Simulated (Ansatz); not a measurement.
Harmonic vibrational thermodynamics of Sr (bcc (W type), Im-3m) at fixed volume, r²SCAN (plane waves, PAW; program Ansatz). The rows extrapolate the 0 K crystal and know nothing of melting or changes of phase.

| T (K) | F_vib (meV/atom) | S (J/K per mol of atoms) | C_V (J/K per mol of atoms) |
|---|---|---|---|
| 50 | [?] | [?] | 18.0 |
| 100 | -1.3 | 28.4 | 22.8 |
| 200 | -40.2 | 44.9 | 24.4 |
| 300 | -92.2 | 54.8 | 24.7 |
| 400 | [?] | [?] | 24.8 |
| 600 | -292.5 | 72.0 | 24.9 |
| 800 | -449.5 | 79.2 | 24.9 |
| 1000 | [?] | [?] | 24.9 |

**Question.** Fill in the missing entries.

**Answer.** 
- 400, F_vib (meV/atom): -152.9
- 400, S (J/K per mol of atoms): 62.0
- 1000, F_vib (meV/atom): -619.7
- 1000, S (J/K per mol of atoms): 84.7
- 50, S (J/K per mol of atoms): 14.0
- 50, F_vib (meV/atom): 9.9

This is a known high-temperature phase of the composition, computed here at zero pressure and temperature. Symmetry was held in the r²SCAN relaxation; phonons on a q-mesh show no instability.

Potentials: the later of the program's two PAW sets.
